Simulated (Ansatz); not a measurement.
This run works on a generated trial structure, not on a known crystal.

Input and command of a plane-wave DFT calculation in Ansatz:

```yaml
crystal:
  lattice:
    - [3.52885781, 2.037387, 3.43465416]
    - [-3.52885781, 2.037387, 3.43465416]
    - [0.0, -4.07477401, 3.43465416]
  atoms:
    - { symbol: Hf, position: [0.6463092, 0.6463092, 0.6463092] }
    - { symbol: Sn, position: [0.28200962, 0.28200962, 0.28200962] }
    - { symbol: Ge, position: [0.02545013, 0.02545013, 0.02545013] }
    - { symbol: Au, position: [0.93135878, 0.59717862, 0.93135878] }
    - { symbol: Au, position: [0.93135878, 0.93135878, 0.59717862] }
    - { symbol: Au, position: [0.59717862, 0.93135878, 0.93135878] }
basis:
  ecutwfc: 420
kpoints:
  mp_grid: { grid: [3, 3, 3] }
hamiltonian:
  xc: pbe
scf:
  occupations: { method: gaussian, width: 0.2 }
  lower_state_search: "off"
output:
  forces: true
  stress: true
  eigenvalues: true
relax:
  adjacent_minimum: "off"
  f_tol: 0.08
  max_steps: 16
  cell: { stress_tol: 0.8 }
```

```bash
ansatz run input.yaml --threads 1 --pin off --max-ram 2560MiB --backend cpu --events-out ev --progress --plain --runs-dir out
```

Processor: Arm Neoverse V1, 1 thread, on a host shared with other jobs.

Question: How long does it run, and how much memory does it take?

Answer: About 110 s, peak memory 0.44 GiB. It solves 67 bands at 6 k points (after reduction by symmetry) with about 2353 plane waves (on the last cell), in 87 SCF iterations over 11 ionic steps.
